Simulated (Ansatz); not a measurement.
The relaxed structure here is a generated cell of AlRu: the first start was made by placing the elements on the sites of a structure type, and the end was not matched to a known phase here, so it may be hypothetical.

A relaxed cell of AlRu (R-3m (No. 166)), relaxed on a k-mesh at least as fine as the one used below. Level of theory: PBE (plane waves to 420 eV, PAW, scalar-relativistic; Ansatz, a quantum-chemistry and plane-wave program). Γ-centred k-mesh 13×13×13 on the run's cell (coarser than for final values), Fermi–Dirac smearing 0.05 eV.

```yaml
crystal:
  lattice:
    - [2.87460, 1.65965, 7.92858]
    - [0.00000, 1.65965, 7.92858]
    - [0.00000, -1.65965, 3.96429]
  atoms:
    - { symbol: Al, position: [0.00000, 0.00000, 0.00000] }
    - { symbol: Al, position: [0.50000, 0.00000, 0.00000] }
    - { symbol: Ru, position: [0.00000, 0.50000, 0.50000] }
    - { symbol: Ru, position: [0.50000, 0.50000, 0.50000] }
```

The atoms are displaced along an unstable phonon of this cell by (Å):

| atom | ux | uy | uz |
|---|---|---|---|
| Al1 | 0.000 | -0.058 | -0.115 |
| Al2 | 0.000 | 0.058 | 0.115 |
| Ru3 | 0.000 | -0.149 | 0.013 |
| Ru4 | 0.000 | 0.149 | -0.013 |

### Question
What forces (eV/Å) and pressure result?

### Answer
```
atom    Fx     Fy     Fz
----  ----  -----  -----
Al1   0.00   0.13  -0.04
Al2   0.00  -0.13   0.04
Ru3   0.00   0.62   0.16
Ru4   0.00  -0.62  -0.16
```

Pressure +2.6 GPa.

No spin polarisation in the result.

The run that gave the undisplaced cell could not lose the symmetry of its start, so the end can be a saddle point.
